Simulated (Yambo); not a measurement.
Yambo run on CuI (wurtzite, space group P6_3mc, No. 186). The wavefunctions are PBEsol (Quantum ESPRESSO, PseudoDojo norm-conserving, 92 Ry, without SOC) ones on a 3×3×2 mesh (26 occupied bands); a = 4.1819 Å, b = 4.1819 Å, c = 6.8976 Å, α = 90.00°, β = 90.00°, γ = 120.00°.

Yambo input:

```
rim_cut
HF_and_locXC
RandQpts= 1000000
RandGvec= 1 Ry
EXXRLvcs= 92 Ry
VXCRLvcs= 368 Ry
% QPkrange
 1 | 1 | 26 | 27 |
 2 | 2 | 26 | 27 |
 5 | 5 | 26 | 27 |
 6 | 6 | 26 | 27 |
%
```

k points by index: 1 = Γ, 2 = A, 5 = K, 6 = H.

Resulting energies as the program prints them:

```
#    K-point    Band    Eo [eV]    Ehf [eV]    Vxc [eV]    Vnlxc [eV]
#
    1    26    0.000000    -5.252759    -23.93693    -29.18969
    1    27    1.198071    5.690190    -10.23673    -5.744614
    2    26    -0.443377    -6.006455    -23.77806    -29.34114
    2    27    2.340185    6.916593    -10.63339    -6.056978
    5    26    -1.433195    -8.064491    -25.15260    -31.78390
    5    27    3.004611    6.427789    -10.89541    -7.472232
    6    26    -1.246983    -7.784433    -25.15940    -31.69685
    6    27    3.194076    7.414181    -12.15135    -7.931249
```
Exchange alone, without screening.

Geometry relaxed with PBEsol.

This is not the ordinary phase of the substance.
